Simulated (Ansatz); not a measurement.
Ag:
Space group P6/mmm (No. 191); a = 5.329 Å, b = 5.329 Å, c = 5.200 Å, α = 90.00°, β = 90.00°, γ = 120.00°

```json
[
 {"atom": "Ag", "site": "2e", "symmetry": "6mm", "x": "0.0000", "y": "0.0000", "z": "0.2530"},
 {"atom": "Ag", "site": "2d", "symmetry": "-6m2", "x": "0.3333", "y": "0.6667", "z": "0.5000"},
 {"atom": "Ag", "site": "3f", "symmetry": "mmm", "x": "0.0000", "y": "0.5000", "z": "0.0000"}
]
```

Relaxed at zero pressure with r²SCAN (plane waves, PAW; program Ansatz).

Task: The volume is raised by 9 % and shape and atoms relax at that volume. What pressure results, and how do the axes share the change?

Result: -6.2 GPa; a 2.9 %, b 2.9 %, c 2.9 %; the energy rises by 35 meV/atom.

Task: Give the new structure.

Result: 
Space group P6/mmm (No. 191); a = 5.4861 Å, b = 5.4861 Å, c = 5.3488 Å, α = 90.00°, β = 90.00°, γ = 120.00°

```csv
atom,site,symmetry,x,y,z
Ag,2e,6mm,0.0000,0.0000,0.2514
Ag,2d,-6m2,0.3333,0.6667,0.5000
Ag,3f,mmm,0.0000,0.5000,0.0000
```

The phase is kept; no other phase was compared at this pressure.

The start of the workflow was typed in or built on a structure type; neither database checked (COD, Materials Project) lists it. It is not the phase usual at ambient conditions (space group No. 225). Symmetry was held in the r²SCAN relaxation. At this level the phase is mechanically unstable. No spin polarisation was allowed. Axis ratios of metals converge slowly with the k-mesh, so a and c are less sure than the volume.

Potentials: the later of the program's two PAW sets.
